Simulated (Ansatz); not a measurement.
A geometry of Si2W away from equilibrium: step 2 of the relaxation of a relaxed Si2W cell displaced along its unstable phonon at q = Γ (143i cm⁻¹), largest move 0.15 Å. All values below come from r2SCAN (plane waves to 500 eV, PAW, scalar-relativistic; Ansatz, an electronic-structure program). Γ-centred k-mesh 9×9×13 on the run's cell (coarser than for final values), Fermi–Dirac smearing 0.05 eV.

```xyz
3
Lattice="4.3084 0.0000 0.0000 -2.1542 3.7312 0.0000 0.0000 0.0000 2.5912" Properties=species:S:1:pos:R:3:forces:R:3 pbc="T T T" free_energy=-11674.261 pressure_GPa=0.0
W      0.0000     0.0000     0.1110    0.0000    0.0000    0.5314
Si     0.0000     2.4875     1.1122    0.0000    0.0000   -0.2659
Si     2.1542     1.2437     1.1122    0.0000    0.0000   -0.2659
```

Positions in Å, forces in eV/Å, free energy of the cell in eV (comparable only within this code, potentials and settings). Largest force: 0.53 eV/Å, on W1 (atoms numbered as listed); the geometry lies 0.03 eV/atom above the end of its relaxation.

No spin polarisation in the result.

The run could not lose the symmetry of its start: the end is stationary, and may be a saddle point rather than a minimum.

The end of the path is a generated cell of Si2W: the first start was made by placing the elements on the sites of a structure type, and the end was not matched to a known phase here, so it may be hypothetical. Known forms of Si2W include space group No. 139.
